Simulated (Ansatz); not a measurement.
LaOF in space group P4/nmm (No. 129; La on 2c, O on 2b, F on 2a), DFT-r²SCAN in the program Ansatz with PAW potentials. The conduction-band minimum lies on the A–Z line, 17 % of the way from A, with 4 equivalent valleys. Second derivatives d²E/dk² of the lowest band at one valley (eV·Å²), along Cartesian directions:

```csv
direction,d²E/dk²
[100],3.295
[010],3.295
[001],1.067
[110],1.938
[101],2.181
[011],2.181
```

Question: Find the principal effective masses, the density-of-states mass and the conductivity mass.

Answer: Off-diagonal terms follow from H_xy = H[110] − (H_xx + H_yy)/2, and m*/mₑ = 7.620 eV·Å² over each eigenvalue: 1.6, 3.9, 7.1. One valley's DOS mass (m₁m₂m₃)^(1/3) = 3.6, conductivity mass 3/(Σ 1/mᵢ) = 3.0 mₑ.

Question: What effective density of states Nc follows at 300 K for parabolic valleys?

Answer: Nc = 2.509e19 × 4 × (3.6)^(3/2) ≈ 6.9e20 cm⁻³.

The first step of the workflow began from a Materials Project structure, measured or hypothetical; the Crystallography Open Database copy checked does not list it. COD files the formula under space group No. 166. Whether it is the stable phase at ambient conditions was not checked. The r²SCAN relaxation kept the symmetry of its start; whether a distortion lowers the energy is not shown. Scalar-relativistic: spin–orbit coupling is off unless named, which matters more the heavier the elements.

Potentials: the later of the program's two PAW sets.

Edges and masses are those of Kohn–Sham bands, whose gap is no quasiparticle gap.
